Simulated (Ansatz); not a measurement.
Mo₃As: reading a single point

```
CELL_PARAMETERS angstrom
5.01415 0.00000 0.00000
0.00000 5.01415 0.00000
0.00000 0.00000 5.01415
ATOMIC_POSITIONS crystal
As 0.00000 0.00000 0.00000
Mo 0.50000 0.00000 0.50000
Mo 0.00000 0.50000 0.50000
Mo 0.50000 0.50000 0.00000
```

Single point in Ansatz 0.2.0 with r2SCAN, spin-orbit coupling. Cutoff 500 eV, PAW datasets, 6×6×6 Γ-centred k mesh, cold filling (width 0.0174 eV).

The state carries no moments; the state need not be the lowest.

Task: What does the stress say?

Result: The pressure is -30.6 GPa (compression positive), so with the atoms held at these fractions the cell would first shrink.

Task: How is the charge shared?

Result: Bader charges in e: Mo +0.22, As -0.66. In the mean Mo gives up most and As takes most.

Task: Is there a gap?

Result: It is a metal, with about 9.8 states/eV a cell as the mean within 0.25 eV of the Fermi level, mostly Mo d (88 %).

Origin: a known structure type with other elements, at an estimated volume, so it need not be a known compound. Caveats: started without moments under time reversal, so no moment could form; atoms or cell far from equilibrium.
